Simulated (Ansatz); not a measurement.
Sb (A7 (α-As type), R-3m) at seven volumes, DFT-PBE in the program Ansatz with PAW potentials, shape and atoms relaxed at each. One row is withheld.

```
V (Å³/atom)  P (GPa)
-----------  -------
29.007          3.97
29.963          2.40
30.920          1.06
31.876          0.00
32.832             ?
33.789         -1.45
34.745         -1.80
```

Q: Fit the shown pressures and predict the withheld one.

A: P = (3/2)B₀(x^(7/2) − x^(5/2))[1 + (3/4)(B′ − 4)(x − 1)] with x = (V₀/V)^(2/3). Least squares on the six rows gives V₀ = 31.899 Å³/atom, B₀ = 29.9 GPa, B′ = 7.37. At V = 32.832, x = 0.9810 and P = -0.77 GPa. The run itself gave -0.81 GPa.

The cell was relaxed with PBE under the symmetry of its start. Spin–orbit coupling is left out wherever it is not named.

Potentials: the earlier of the program's two PAW sets.
